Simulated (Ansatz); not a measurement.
Space group Cmc2_1 (No. 36). a = 10.187 Å, b = 5.863 Å, c = 5.445 Å, α = 90.00°, β = 90.00°, γ = 90.00°
```tsv
atom	site	symmetry	x	y	z
Al	4a	m..	0.0000	0.6593	0.4893
In	8b	1	0.6620	0.6735	0.4873
N	8b	1	0.6517	0.6811	0.8848
N	4a	m..	0.0000	0.6328	0.8385
```

Equation of state of this AlIn₂N₃ structure (not necessarily the ground state), with shape and atoms relaxed at each volume where symmetry leaves them free. These are results of Ansatz 0.2.0, DFT PBEsol, scalar-relativistic, plane waves, PAW, not measurements.

Settings: cutoff 420 eV, Γ-centred mesh 6×6×6 on the computed 12-atom cell, Gaussian smearing of 0.02 eV; no spin polarisation.

```tsv
V (Å³/atom)	E − E(largest V) (meV/atom)	P (GPa)	gap on mesh (eV)
11.924	63.48	26.27	1.49
12.330	7.53	18.05	1.35
12.737	-29.16	11.05	1.22
13.143	-49.42	5.08	1.08
13.550	-55.67	-0.01	0.95
13.956	-50.02	-4.33	0.83
14.363	-34.23	-8.02	0.71
14.905	0.00	-12.08	0.55
```

Fit a third-order Birch–Murnaghan equation to E(V).

V0 = 13.55 Å³/atom, B0 = 156 GPa, B0' = 4.3.

The gaps are read on the mesh, which can miss the band edges, so they can be too wide.